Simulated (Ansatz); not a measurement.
BN (zinc blende)

```
BN
1.0
    0.00000     1.80285     1.80285
    1.80285     0.00000     1.80285
    1.80285     1.80285     0.00000
N B
1 1
Direct
  0.75000   0.75000   0.75000
  0.00000   0.00000   0.00000
```

The slice is a {111} plane (indices of the conventional cell) through the point (0.750, 0.750, 0.750) (fractional), spanned by u = [100] and v = [-1 2 0] in vectors of this cell: u (2.55 Å) and v (4.42 Å, at 90° to u). It covers one period; positions are fractions (u, v).

All values below come from PBEsol (plane waves to 420 eV, PAW, scalar-relativistic; Ansatz, a quantum-chemistry and plane-wave program). k mesh 16×16×16. Inside the PAW spheres the values are not all-electron values, and peaks at nuclei hang on which shells count as valence. BN was relaxed with its symmetry unable to fall.

### Question
Sketch the electron localisation function (ELF) on this plane as a map.

### Answer
```
|xxxx55778877552211225577887755xx|
|44557777776633110011336677777755|
|88888888775522000000225577888888|
|99999988663311000000113366889999|
|99998877442200000000002244778899|
|99887755331100000000001133557788|
|66665533222211111111112222335566|
|33333333444444444444444444333333|
|11223355777777777777777777553322|
|11225588999988888888889999885522|
|22447799999999777777999999997744|
|33558899999988554455889999998855|
|33557799998866xxxxxx668899997755|
|22446688998844xxxxxx448899886644|
|11225577887755xxxxxx557788775522|
|00113366777777554455777777663311|
|00002255778888888888888877552200|
|00001133668899999999998866331100|
|00000022447788999999887744220000|
|00000011335577889988775533110000|
|11111122223355666666553322221111|
|44444444443333333333333344444444|
|77777777775533221122335577777777|
|88888899998855221122558899998888|
|77779999999977442244779999999977|
|44558899999988553355889999998855|
|xxxx66889999775533557799998866xx|
|xxxx44889988664422446688998844xx|
```
Scale: ten equal steps from 0.04 (start of '0') to 0.89 (end of '9'), in the order '0123456789'. Values: electron localisation function (ELF). The map has 16 points along u (two characters each, u = 0 at the left) and 28 along v (v = 0 in the bottom row). Points within 0.3 Å of a nucleus are blanked (x), as the pseudised field means little there.
